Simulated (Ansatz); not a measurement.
Bulk modulus and its pressure derivative give the pressure that a small compression needs; a soft, simple solid makes a sensitive pressure gauge, a stiff one a good anvil or seat.

NaCl serves as the reference. Hydrostatic compression by 2 % of the volume (V₀/V = 1.0204), no change of phase.

Where the numbers come from (Ansatz, a plane-wave PAW program): B₀, B₀′: r²SCAN, Birch–Murnaghan fit of energy against volume; volume per atom: r²SCAN, relaxed cell.

Runs started from generated or typed cells of the structure named: NaCl. Not checked to be the ambient phase: SrZn2Sb2 (P-3m1, hP5); PdSb (NiAs type); TiTe (NiAs type); ZrRh3 (Cu3Au type); Ti2Sn (P6₃/mmc, hP6). No claim is made that these are known or stable phases: Mo2N (R-3m, hR3). Over 15 meV/atom above the lowest phase of their formula at hand: Mo2N (R-3m, hR3) (16 meV/atom, r²SCAN). Run without spin polarisation: NiSb. Spin–orbit coupling is left out unless named.

The figures follow from the printed values by these rules: linear estimate = B₀ × compression; P = (B₀/B₀′)[(V₀/V)^B₀′ − 1]; modulus under load = B₀ + B₀′P; relative pressure = P/P_ref.

| crystal | B₀ (GPa) | B₀′ | V (Å³/atom) | linear estimate (GPa) | Murnaghan pressure (GPa) | modulus there (GPa) | pressure (relative) |
|---|---|---|---|---|---|---|---|
| Mo2N (R-3m, hR3) | 323 | 4.4 | 11.95 | 6.5 | 6.821 | 353 | 11.7 |
| SrZn2Sb2 (P-3m1, hP5) | 47.7 | 4.3 | 27.22 | 0.95 | 1.006 | 52.0 | 1.73 |
| PdSb (NiAs type) | 114 | 4.8 | 20.65 | 2.3 | 4.109 | 134 | 7.1 |
| NiSb (NiAs type) | 125 | 4.7 | 17.13 | 2.5 | 2.648 | 137 | 4.5 |
| NaCl (rock salt), reference | 27.5 | 4.7 | 22.04 | 0.55 | 0.5826 | 30.2 | 1.00 |
| TiTe (NiAs type) | 82.2 | 4.4 | 21.79 | 1.6 | 1.736 | 89.8 | 3.0 |
| ZrRh3 (Cu3Au type) | 229 | 4.7 | 15.16 | 4.6 | 4.851 | 252 | 8.3 |
| Ti2Sn (P6₃/mmc, hP6) | 122 | 4.2 | 18.15 | 2.4 | 2.571 | 133 | 4.4 |

Question: A slip was made in one value of «Murnaghan pressure (GPa)» and carried on. Locate it and redo the row.

Answer: The row of PdSb (NiAs type) shows 4.109. From its own inputs, P = (114/4.8) × (1.0204^4.8 − 1) = 2.417 GPa. Carried on: modulus there: 114 + 4.8 × 2.417 = 126 GPa; relative pressure: 2.417/0.5826 = 4.1. The other rows agree with the rules.

With the correction: By relative pressure (highest first): Mo2N (R-3m, hR3) (11.7 ± 0.59), ZrRh3 (Cu3Au type) (8.3 ± 0.42), NiSb (4.5 ± 0.23) ≈ Ti2Sn (P6₃/mmc, hP6) (4.4 ± 0.22) ≈ PdSb (NiAs type) (4.1 ± 0.21), TiTe (NiAs type) (3.0 ± 0.15), SrZn2Sb2 (P-3m1, hP5) (1.73 ± 0.087), NaCl (1.00 ± 0.050). The ± follows from allowances picked for this note (B₀ 5 %, B₀′ 0.4), carried to first order and added in quadrature, each row's own inputs moving alone; ≈ joins neighbours closer than their two ± added in quadrature. At the edge of that rule, so that a last digit could turn the call: PdSb (NiAs type) and Ti2Sn (P6₃/mmc, hP6).

B₀′ is the least certain number of such a fit, often by half a unit. Where several phases of a formula are at hand, those over 0.1 eV/atom above the lowest were not drawn (by r²SCAN where it compared them, else by the largest value; a layered or molecular lowest phase counts only with a dispersion term); other phases could lie lower still. Each row is the phase named, which need not be the stable one under ambient conditions. The rows are a sample and no shortlist: familiar crystals first, some related and some not, whatever their agreement with measurement; tables with many equal figures were not kept. Limits of the draw: no layered crystals, B₀′ of 2 to 8; no unfamiliar magnets, and cubic perovskites only if shown or known to be stable. As a rule kept out of such tables: 4f compounds, open-shell compounds run without a Hubbard term, cells found unstable in the tests at hand, cells close to a higher symmetry, and runs set to a pressure or over 12 % in volume from the crystal's fullest run.
